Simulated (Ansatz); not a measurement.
Data:

GaAs (zinc blende)

```yaml
crystal:
  lattice:
    - [0.00000, 2.83335, 2.83335]
    - [2.83335, 0.00000, 2.83335]
    - [2.83335, 2.83335, 0.00000]
  atoms:
    - { symbol: As, position: [0.75000, 0.75000, 0.75000] }
    - { symbol: Ga, position: [0.00000, 0.00000, 0.00000] }
```

This relaxed cell (volume V₀) is scaled evenly in all directions, its shape held. Symmetry pins the atoms to their sites.

These are r2SCAN (plane waves to 500 eV, PAW, scalar-relativistic; Ansatz, an electronic-structure program) values and carry that method's errors. k mesh 10×10×10 (Γ-centred), Fermi-Dirac smearing 0.05 eV. Energies are smeared free energies. Stress and pressure are positive under compression. GaAs was relaxed with its symmetry unable to fall. The zero of ΔE is the relaxed starting cell.

The scan covers V/V₀ from 0.900 to 1.100 in 13 points.

Question: What is ΔE at V/V₀ = 1.100?

Answer: 42.9 meV/atom.

Question: What pressure does the cell carry at V/V₀ = 0.900?

Answer: 9.69 GPa.

Question: What is ΔE at V/V₀ = 0.900?

Answer: 62.4 meV/atom.

(Under strain, the slope of the energy per volume gives the stress and its curvature an elastic modulus.)
